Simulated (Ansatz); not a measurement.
Ansatz (an electronic-structure program) input:

Ansatz 0.2 input:
```yaml
crystal:
  lattice:
    - [3.1246055205, 0.0, 0.0]
    - [-1.5623027603, 2.7059877576, 0.0]
    - [0.0, 0.0, 7.371305124]
  atoms:
    - { symbol: Ga, position: [0.5, 0.0, 0.5] }
    - { symbol: Ga, position: [0.0, 0.5, 0.1666666667] }
    - { symbol: Ga, position: [0.5, 0.5, 0.8333333333] }
    - { symbol: N, position: [0.5, 0.0, 0.0] }
    - { symbol: N, position: [0.0, 0.5, 0.6666666667] }
    - { symbol: N, position: [0.5, 0.5, 0.3333333333] }
kpoints:
  mp_grid: { grid: [10, 10, 4] }
hamiltonian:
  xc: r2scan
  pseudopotentials: { kind: paw }
scf:
  occupations: { method: fixed }
elastic: { mode: relaxed_ion, stencil: two_point, amplitude: 0.005, f_tol: 0.0005 }
output: { polarization: {} }
```

Output (shortened):

```
Pseudopotential: Ga, paw, valence charge 13
Pseudopotential: N, paw, valence charge 5
Functional definition: r2SCAN
Crystal: 6 atoms, lattice volume = 62.325 Å³
Basis set: ecut = 500 eV, 1587 PW (Γ), exchange–correlation on 96×96×240 points (64 copies of the dense FFT grid, shifted against one another)
Bands: 33, of which v1, the nominal top of the filled ones, is band 27 counted from 1 (26 counted from 0)
Symmetry: 12 space group operations
Space group: P6222 (ITA 180), of the structure as read, at distance tolerance 4.0e-5 Å
k-points: 42 of 400 (time reversal used)
SCF 1 converged in 11 iterations: F = -12526.786073 eV  dr2 = 4.73e-14
Crystal: 6 atoms, lattice volume = 62.325 Å³
SCF 2 converged in 2 iterations: F = -12526.786073 eV  dr2 = 2.14e-14
Crystal: 6 atoms, lattice volume = 62.014 Å³
Symmetry: 4 space group operations
k-points: 93 of 400 (time reversal used)
SCF 3 converged in 13 iterations: F = -12526.784246 eV  dr2 = 4.44e-14
relax step   1: F+E_penalty+E_count = -12526.78424611 eV  Δ(F+E_penalty+E_count) = +0.000e0 eV  max|allowed force component| = 2.914e-2 eV/Å  Δτ_max = 0.0000 Å  (13 SCF iters, accepted)
Crystal: 6 atoms, lattice volume = 62.014 Å³
SCF 4 converged in 9 iterations: F = -12526.784283 eV  dr2 = 7.67e-14
relax step   2: F+E_penalty+E_count = -12526.78428337 eV  Δ(F+E_penalty+E_count) = -3.726e-5 eV  max|allowed force component| = 1.180e-2 eV/Å  Δτ_max = 0.0005 Å  (9 SCF iters, accepted)
Crystal: 6 atoms, lattice volume = 62.014 Å³
SCF 5 converged in 9 iterations: F = -12526.784289 eV  dr2 = 1.10e-14
relax step   3: F+E_penalty+E_count = -12526.78428934 eV  Δ(F+E_penalty+E_count) = -5.967e-6 eV  max|allowed force component| = 5.970e-4 eV/Å  Δτ_max = 0.0005 Å  (9 SCF iters, accepted)
Crystal: 6 atoms, lattice volume = 62.014 Å³
SCF 6 converged in 7 iterations: F = -12526.784289 eV  dr2 = 9.91e-14
relax step   4: F+E_penalty+E_count = -12526.78428937 eV  Δ(F+E_penalty+E_count) = -3.256e-8 eV  max|allowed force component| = 1.897e-4 eV/Å  Δτ_max = 0.0000 Å  (7 SCF iters, accepted)
Crystal: 6 atoms, lattice volume = 62.014 Å³
SCF 7 converged in 2 iterations: F = -12526.784289 eV  dr2 = 4.43e-14
Crystal: 6 atoms, lattice volume = 62.637 Å³
Basis set: ecut = 500 eV, 1603 PW (Γ), exchange–correlation on 96×96×240 points (64 copies of the dense FFT grid, shifted against one another)
SCF 8 converged in 14 iterations: F = -12526.784263 eV  dr2 = 1.22e-14
relax step   1: F+E_penalty+E_count = -12526.78426261 eV  Δ(F+E_penalty+E_count) = +0.000e0 eV  max|allowed force component| = 2.699e-2 eV/Å  Δτ_max = 0.0000 Å  (14 SCF iters, accepted)
Crystal: 6 atoms, lattice volume = 62.637 Å³
SCF 9 converged in 9 iterations: F = -12526.784296 eV  dr2 = 8.83e-14
relax step   2: F+E_penalty+E_count = -12526.78429581 eV  Δ(F+E_penalty+E_count) = -3.320e-5 eV  max|allowed force component| = 1.080e-2 eV/Å  Δτ_max = 0.0005 Å  (9 SCF iters, accepted)
Crystal: 6 atoms, lattice volume = 62.637 Å³
SCF 10 converged in 9 iterations: F = -12526.784301 eV  dr2 = 8.41e-15
relax step   3: F+E_penalty+E_count = -12526.78430095 eV  Δ(F+E_penalty+E_count) = -5.138e-6 eV  max|allowed force component| = 5.376e-4 eV/Å  Δτ_max = 0.0004 Å  (9 SCF iters, accepted)
Crystal: 6 atoms, lattice volume = 62.637 Å³
SCF 11 converged in 7 iterations: F = -12526.784301 eV  dr2 = 7.39e-14
relax step   4: F+E_penalty+E_count = -12526.78430098 eV  Δ(F+E_penalty+E_count) = -2.831e-8 eV  max|allowed force component| = 1.127e-4 eV/Å  Δτ_max = 0.0000 Å  (7 SCF iters, accepted)
Crystal: 6 atoms, lattice volume = 62.637 Å³
SCF 12 converged in 2 iterations: F = -12526.784301 eV  dr2 = 3.31e-14
Crystal: 6 atoms, lattice volume = 62.014 Å³
SCF 13 converged in 11 iterations: F = -12526.783702 eV  dr2 = 1.48e-14
Crystal: 6 atoms, lattice volume = 62.637 Å³
Basis set: ecut = 500 eV, 1611 PW (Γ), exchange–correlation on 96×96×240 points (64 copies of the dense FFT grid, shifted against one another)
SCF 14 converged in 11 iterations: F = -12526.783767 eV  dr2 = 1.59e-14
Crystal: 6 atoms, lattice volume = 62.325 Å³
Basis set: ecut = 500 eV, 1595 PW (Γ), exchange–correlation on 96×96×240 points (64 copies of the dense FFT grid, shifted against one another)
Symmetry: 2 space group operations
k-points: 117 of 400 (time reversal used)
SCF 15 converged in 11 iterations: F = -12526.785350 eV  dr2 = 4.74e-14
relax step   1: F+E_penalty+E_count = -12526.78535000 eV  Δ(F+E_penalty+E_count) = +0.000e0 eV  max|allowed force component| = 2.157e-2 eV/Å  Δτ_max = 0.0000 Å  (11 SCF iters, accepted)
Crystal: 6 atoms, lattice volume = 62.325 Å³
SCF 16 converged in 9 iterations: F = -12526.785388 eV  dr2 = 8.26e-14
relax step   2: F+E_penalty+E_count = -12526.78538795 eV  Δ(F+E_penalty+E_count) = -3.796e-5 eV  max|allowed force component| = 1.422e-2 eV/Å  Δτ_max = 0.0005 Å  (9 SCF iters, accepted)
Crystal: 6 atoms, lattice volume = 62.325 Å³
SCF 17 converged in 10 iterations: F = -12526.785428 eV  dr2 = 7.16e-14
relax step   3: F+E_penalty+E_count = -12526.78542817 eV  Δ(F+E_penalty+E_count) = -4.022e-5 eV  max|allowed force component| = 3.372e-3 eV/Å  Δτ_max = 0.0015 Å  (10 SCF iters, accepted)
Crystal: 6 atoms, lattice volume = 62.325 Å³
SCF 18 converged in 9 iterations: F = -12526.785430 eV  dr2 = 2.06e-14
relax step   4: F+E_penalty+E_count = -12526.78543020 eV  Δ(F+E_penalty+E_count) = -2.029e-6 eV  max|allowed force component| = 1.800e-4 eV/Å  Δτ_max = 0.0005 Å  (9 SCF iters, accepted)
Crystal: 6 atoms, lattice volume = 62.325 Å³
SCF 19 converged in 2 iterations: F = -12526.785430 eV  dr2 = 8.91e-15
Crystal: 6 atoms, lattice volume = 62.325 Å³
SCF 20 converged in 11 iterations: F = -12526.785350 eV  dr2 = 4.63e-14
relax step   1: F+E_penalty+E_count = -12526.78535000 eV  Δ(F+E_penalty+E_count) = +0.000e0 eV  max|allowed force component| = 2.157e-2 eV/Å  Δτ_max = 0.0000 Å  (11 SCF iters, accepted)
Crystal: 6 atoms, lattice volume = 62.325 Å³
SCF 21 converged in 9 iterations: F = -12526.785388 eV  dr2 = 7.04e-14
relax step   2: F+E_penalty+E_count = -12526.78538795 eV  Δ(F+E_penalty+E_count) = -3.796e-5 eV  max|allowed force component| = 1.422e-2 eV/Å  Δτ_max = 0.0005 Å  (9 SCF iters, accepted)
Crystal: 6 atoms, lattice volume = 62.325 Å³
SCF 22 converged in 10 iterations: F = -12526.785428 eV  dr2 = 7.11e-14
relax step   3: F+E_penalty+E_count = -12526.78542817 eV  Δ(F+E_penalty+E_count) = -4.022e-5 eV  max|allowed force component| = 3.372e-3 eV/Å  Δτ_max = 0.0015 Å  (10 SCF iters, accepted)
Crystal: 6 atoms, lattice volume = 62.325 Å³
SCF 23 converged in 9 iterations: F = -12526.785430 eV  dr2 = 2.05e-14
relax step   4: F+E_penalty+E_count = -12526.78543020 eV  Δ(F+E_penalty+E_count) = -2.030e-6 eV  max|allowed force component| = 1.789e-4 eV/Å  Δτ_max = 0.0005 Å  (9 SCF iters, accepted)
Crystal: 6 atoms, lattice volume = 62.325 Å³
SCF 24 converged in 2 iterations: F = -12526.785430 eV  dr2 = 8.94e-15
SCF converged after 2 iterations
Free energy (F): -12526.786073 eV
Harris-Foulkes:  -12526.786073 eV  (|F-HF|=0.00e0)
Internal energy: -12526.786073 eV  (E = F + TS)
E sigma→0 (E₀):  -12526.786073 eV
Fermi energy:    11.109085 eV
--- Per-component energies (eV) ---
  E_band       = 25.456866
  E_kinetic    = 740.995534
  E_local      = -5407.560436  (includes V_loc(G=0)·N_el)
  E_nonlocal   = 1430.103275
  E_hartree    = 2513.826409
  E_xc         = -365.173288
  E_vxc        = -430.217996  (∫ρ·V_xc dr)
  E_paw        = -6412.663850  (= ΣΔE_a)
  E_vpaw       = -1358.688787  (= ΣTr[D̂ρ^β])
  E_aug_tail   = -0.000064  (compensation charges beyond the density's cutoff)
  E_vtau       = 23.172520  (kinetic-family band-sum trace: ∫τ·v_τ [+ j·A + Jᵃ·Aᵃ] dr)
  E_ewald      = -5024.265749
  E_core_change = -2.047903  (= ΣΔE_core)
  E_smearing   =  0.000000  (= −TS)
  E_closure    =  0.000000  (closes the sum)
  Σ components = -12526.786073   (vs F -12526.786073, Δ=0.00e0)
--- Forces (eV/Å), atoms counted from 1 ---
  atom   1  Ga     0.00000000     0.00000000     0.00000000
  atom   2  Ga     0.00000000     0.00000000     0.00000000
  atom   3  Ga     0.00000000     0.00000000     0.00000000
  atom   4  N      0.00000000     0.00000000     0.00000000
  atom   5  N      0.00000000     0.00000000     0.00000000
  atom   6  N      0.00000000     0.00000000     0.00000000
  max |Σ_I F_I| component: 1.18e-16 eV/Å
--- Stress (GPa, compression-positive) ---
       -0.008140       0.000000       0.000000
        0.000000      -0.008140       0.000000
        0.000000       0.000000       0.007889
  P = ⅓ Tr σ = -0.0028 GPa (-0.028 kbar)
--- Band table (eV; the first three rows and the last of 42) ---
  k-point 0: bands = ["-6.2812", "-4.8007", "-4.8007", "-3.2259", "-3.2259", "-3.1755", "-3.1128", "-3.1128", "-3.1051", "-3.1041", "-3.1041", "-3.0968", "-3.0320", "-3.0320", "-2.9510", "-2.8792", "-2.6664", "-2.6664", "5.2332", "5.2332", "8.8611", …
  k-point 1: bands = ["-6.1621", "-5.3240", "-4.4328", "-3.3030", "-3.1840", "-3.1554", "-3.1546", "-3.1179", "-3.0986", "-3.0804", "-3.0724", "-3.0656", "-3.0535", "-3.0156", "-2.9508", "-2.9119", "-2.8626", "-2.3361", "3.9894", "6.8212", "8.9989", "9.9290", …
  k-point 2: bands = ["-5.8222", "-5.8222", "-4.3100", "-3.3307", "-3.1851", "-3.1851", "-3.1727", "-3.0819", "-3.0819", "-3.0597", "-3.0597", "-3.0528", "-3.0097", "-2.9985", "-2.9985", "-2.9367", "-2.9367", "-2.1391", "3.4857", "8.4989", "8.4989", "9.3831", …
  k-point 41: bands = ["-4.7659", "-4.7308", "-4.5640", "-3.3469", "-3.1604", "-3.1322", "-3.1218", "-3.1011", "-3.0960", "-3.0554", "-3.0245", "-3.0184", "-2.8910", "-2.8862", "-2.8292", "-1.8590", "-1.2380", "-0.9004", "3.9477", "4.8430", "5.9175", …
--- Elastic constants: 3 strain directions × 2 members + reference (group order 12) ---
  dense FFT box of the reference and of every strained cell: 24×24×60
  strains applied: 11, 33, 23; error gains …
  C = ∂σ_k/∂η_j (tension-positive GPa; Voigt order 11 22 33 23 13 12):
       367.818    110.603    112.427      0.000      0.000      0.000
       110.603    367.818    112.427      0.000      0.000      0.000
       112.424    112.424    484.428      0.000      0.000      0.000
         0.000      0.000      0.000    132.876      0.000      0.000
         0.000      0.000      0.000      0.000    132.876      0.000
         0.000      0.000      0.000      0.000      0.000    128.607
  reference stress σ⁰ (GPa):      0.008      0.008     -0.008      0.000      0.000      0.000
  moduli (Voigt/Reuss/Hill, GPa): K = 210.11/206.98/208.55   G = 137.85/136.21/137.03   E = 337.22   ν = 0.230
  mechanically stable: yes (min eigenvalue of sym C = 128.61 GPa)
  e, the proper piezoelectric tensor (elastic.mode: relaxed_ion; C/m²; rows x y z; Voigt order 11 22 33 23 13 12):
       0.00000    0.00000    0.00000   -0.16798    0.00000    0.00000
       0.00000    0.00000    0.00000    0.00000    0.16798    0.00000
       0.00000    0.00000    0.00000    0.00000    0.00000    0.00000
  ±, each entry's uncertainty from the finite density of the strings (C/m²), an estimate: the size of the correction for it that the entry includes:
       0.00000    0.00000    0.00000    0.00005    0.00000    0.00000
       0.00000    0.00000    0.00000    0.00000    0.00005    0.00000
       0.00000    0.00000    0.00000    0.00000    0.00000    0.00000
  strain η (Voigt 11):  stress-route row diagonal C_11 = 367.82 GPa, energy-path curvature d²(F+E_count+ΔE)/dδ²/Ω₀ = 367.77 GPa
         δ    σ_11 (GPa)             F (eV)   n_scf  n_hpsi   n_pw
    -5.000e-3      -1.8593      -12526.7842894       2   23504   1596   relax 4 steps, max|allowed force component| 1.90e-4 eV/Å
     5.000e-3       1.8189      -12526.7843010       2   23329   1616   relax 4 steps, max|allowed force component| 1.13e-4 eV/Å
  strain η (Voigt 33):  stress-route row diagonal C_33 = 484.43 GPa, energy-path curvature d²(F+E_count+ΔE)/dδ²/Ω₀ = 484.41 GPa
         δ    σ_33 (GPa)             F (eV)   n_scf  n_hpsi   n_pw
    -5.000e-3      -2.4496      -12526.7837021      11   33679   1596   relax 0 steps, max|allowed force component| 1.02e-16 eV/Å
     5.000e-3       2.3947      -12526.7837668      11   33380   1612   relax 0 steps, max|allowed force component| 1.37e-16 eV/Å
  strain η (Voigt 23):  stress-route row diagonal C_44 = 132.88 GPa, energy-path curvature d²(F+E_count+ΔE)/dδ²/Ω₀ = 132.88 GPa
         δ    σ_23 (GPa)             F (eV)   n_scf  n_hpsi   n_pw
    -5.000e-3      -0.6644      -12526.7854302       2   29317   1607   relax 4 steps, max|allowed force component| 1.80e-4 eV/Å
     5.000e-3       0.6644      -12526.7854302       2   29281   1607   relax 4 steps, max|allowed force component| 1.79e-4 eV/Å
--- Formal polarisation (Berry phase): one branch of a lattice of values; only differences between neighbouring runs are physical ---
  axis  mesh            electronic          ionic      p = total  spread (rad)  least overlap  resolved gap  δp at fixed H ≤   (phases in cycles; p mod 1 …
  b1    10×10×4         0.00000000    18.00000000    18.00000000      0.010620         0.8865        1.9420           6.0e-6
  b2    10×10×4         0.00000000    18.00000000    18.00000000      0.010620         0.8865        1.9420           6.0e-6
  b3    10×10×4         1.00000000    24.50000000    25.50000000      0.008444         0.8961        1.9420           3.3e-6
  quantum along a1:   0.05013370 e/Å² =    80.323048 µC/cm²
  quantum along a2:   0.05013370 e/Å² =    80.323048 µC/cm²
  quantum along a3:   0.11827119 e/Å² =   189.491342 µC/cm²
  P = (  0.45120333,   0.78150709,   3.01591542) e/Å² = (  722.907428,  1252.112394,  4832.029210) µC/cm²  (mod the quanta)
```

Cost: very roughly 9 core-minutes on shared cores.

Space group P6_222. The start of the workflow was typed in or built on a structure type; neither database checked (COD, Materials Project) lists it. It is not the phase usual at ambient conditions (space group No. 186, 216). Symmetry was held in the r²SCAN relaxation; its stability against distortions is not shown here. Scalar-relativistic: spin–orbit coupling is off unless named, which matters more the heavier the elements.

Potentials: the later of the program's two PAW sets.

Ansatz is a plane-wave DFT program.
